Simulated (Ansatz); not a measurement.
Here is the system:

BP:
```cif
data_B2P2
_chemical_formula_sum 'B2 P2'
_space_group_name_H-M_alt 'P63mc'
_space_group_IT_number 186
_space_group_name_Hall 'P 6c -2c'
_cell_length_a 3.15843
_cell_length_b 3.15843
_cell_length_c 5.24156
_cell_angle_alpha 90.000
_cell_angle_beta 90.000
_cell_angle_gamma 120.000
loop_
_atom_site_label
_atom_site_type_symbol
_atom_site_symmetry_multiplicity
_atom_site_Wyckoff_symbol
_atom_site_fract_x
_atom_site_fract_y
_atom_site_fract_z
_atom_site_occupancy
B1 B 2 b 0.33333 0.66667 0.00048 1
P1 P 2 b 0.33333 0.66667 0.37452 1
```

This is the LDA-relaxed structure.

Problem. All from LDA in the plane-wave PAW code Ansatz, unless another level is named. Estimate the largest static χ(2) component.

Solution. 15 pm/V.

Problem. Predict the electronic dielectric constant ε∞ (DFPT).

Solution. 8.98 (xx = yy), 9.60 (zz).

Problem. What about the Born charges (a third of the trace)?

Solution. B -0.66, P +0.66 e.

Problem. Give the static dielectric constant ε0 (ions relaxed, cell fixed).

Solution. 9.15 (xx = yy), 9.79 (zz).

Space group P6_3mc (wurtzite). The first step of the workflow began from a Materials Project structure, measured or hypothetical; the Crystallography Open Database copy checked does not list it. It is not the phase usual at ambient conditions (space group No. 216). The cell was relaxed with LDA under the symmetry of its start; its stability against distortions is not shown here.

Potentials: the earlier of the program's two PAW sets. The files were generated under PBE; for other functionals the program regenerates the frozen cores, and for LDA and PBEsol the local potential too.
